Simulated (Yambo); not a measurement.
Ba₂MgWO₆ (space group Fm-3m, No. 225), G0W0@LDA in Yambo (2×2×2 mesh, plasmon pole; 7 Ry block, no terminator). The number N of bands in W and G is varied.

```tsv
N	x = 1/N	gap Γ → X (eV)	shift of the valence edge (eV)
92	0.01087	4.876	0.108
127	0.00787	4.715	-0.018
170	0.00588	4.607	-0.146
214	0.00467	?	?
```

Q: Basis-set arguments suggest E = E∞ + A x. Fix A and E∞ from the two rows above the withheld one, predict the row at 214 bands, and test the form.

A: Gap: A = (4.607 − (4.715))/(0.00588 − 0.00787) = 54.3, E∞ = 4.288 eV, so 4.541 eV is predicted; the run gave 4.554 eV (miss 13 meV). The first two rows have slope 53.7, within 15 % of that. Shift: A = (-0.146 − (-0.018))/(0.00588 − 0.00787) = 64.3, E∞ = -0.524 eV, so -0.224 eV is predicted; the run gave -0.235 eV (miss 11 meV). The first two rows have slope 42.0, so the form doesn't hold yet over the whole range. The other settings are held fixed.

Spin-orbit coupling is not included.

Geometry of the Materials Project entry, not relaxed at this level; primitive cell a = 5.824 Å, b = 5.824 Å, c = 5.824 Å, α = 60.00°, β = 60.00°, γ = 60.00°.

A shift is the quasiparticle energy of the state minus its LDA energy.
